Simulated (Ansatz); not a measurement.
## Comparing deformations in TiC

Method: Ansatz, DFT r2SCAN, scalar-relativistic, plane waves, PAW. The runs took a 500 eV cutoff, a Γ-centred 18×18×18 mesh and Gaussian smearing (0.15 eV). No spin polarisation. Energies are free energies at this smearing, counted from the undisturbed cell; pressure is positive in compression.

Zero of the scan (as given, not relaxed at this level; it stands at 0.0 GPa):

```xyz
2
Lattice="0.0000 2.1640 2.1640 2.1640 0.0000 2.1640 2.1640 2.1640 0.0000" Properties=species:S:1:pos:R:3 pbc="T T T"
Ti    0.0000    0.0000    0.0000
C     2.1640    2.1640    2.1640
```

The cell is strained by ε times a Voigt pattern (xx, yy, zz, yz, xz, xy; engineering shear) with fractional coordinates fixed. τ = (1/V0) dE/dε comes from the stress tensor. Of each scan, only the three points used here are listed.

```csv
pattern,ε,τ (GPa)
"(1, 1, 0, 0, 0, 0)",-0.0150,-21.21
"(1, 1, 0, 0, 0, 0)",0.0000,0.06
"(1, 1, 0, 0, 0, 0)",0.0150,18.41
"(0, 0, 1, 0, 0, 0)",-0.0150,-8.61
"(0, 0, 1, 0, 0, 0)",0.0000,0.03
"(0, 0, 1, 0, 0, 0)",0.0150,7.33
"(1, -1, 0, 0, 0, 0)",-0.0050,-4.01
"(1, -1, 0, 0, 0, 0)",0.0000,0.00
"(1, -1, 0, 0, 0, 0)",0.0050,4.01
"(0, 0, 0, 0, 0, 1)",-0.0187,-3.49
"(0, 0, 0, 0, 0, 1)",0.0000,0.00
"(0, 0, 0, 0, 0, 1)",0.0187,3.49
```

Question: Which constants do the scans give, and which deformation costs least for the same size of strain tensor?

Answer: The slope dτ/dε at zero (parabola through three points) is pᵀCp: (1, 1, 0, 0, 0, 0) gives 2(C11 + C12) = 1321 GPa; (0, 0, 1, 0, 0, 0) gives C11 = 531 GPa; (1, -1, 0, 0, 0, 0) gives 2(C11 − C12) = 803 GPa; (0, 0, 0, 0, 0, 1) gives C44 = 187 GPa. The size of the strain tensor, ε:ε, is ε² times 2.0, 1.0, 2.0, 0.5. Per unit of it the stiffnesses are 660, 531, 401, 373 GPa, so (0, 0, 0, 0, 0, 1) is the softest of these: at ε:ε = (1 %)² the quadratic term costs 1.18 meV/atom against 2.09 for the stiffest.

Question: What else follows for this cubic crystal?

Answer: From the unrounded slopes C11 = 531.4 and C12 = 128.9 GPa, so B = (C11 + 2 C12)/3 = 263 GPa and the Poisson ratio for a pull along a cube edge is C12/(C11 + C12) = 0.20. Symmetry also asks 2(C11 − C12) = 805 GPa, against 803 from its own scan.

Question: How anisotropic is this cubic crystal?

Answer: Zener's ratio 2 C44/(C11 − C12) = 0.93; it is 1 for an isotropic solid.

In a metal these slopes depend on the k mesh and the smearing.